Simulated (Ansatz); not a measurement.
WC in space group P-6m2 (No. 187; W on 1a, C on 1f) under volume change, PBE (plane waves, PAW; program Ansatz), shape and atoms relaxed at each volume.

| V (Å³/atom) | E − E(relaxed) (meV/atom) | P (GPa) |
|---|---|---|
| 9.576 | 119.8 | 44.01 |
| 9.892 | 50.3 | 26.95 |
| 10.208 | 11.9 | 12.40 |
| 10.523 | 0.0 | -0.01 |
| 10.839 | 10.7 | -10.60 |
| 11.155 | 40.8 | -19.64 |
| 11.471 | 87.2 | -27.35 |

What does a third-order Birch–Murnaghan fit give for V₀, B₀ and B′?

V₀ = 10.52 Å³/atom, B₀ = 381 GPa, B′ = 4.3.

The cell was relaxed with PBE under the symmetry of its start. No spin polarisation was allowed. Scalar-relativistic: spin–orbit coupling is off unless named, which matters more the heavier the elements.

Potentials: the later of the program's two PAW sets.
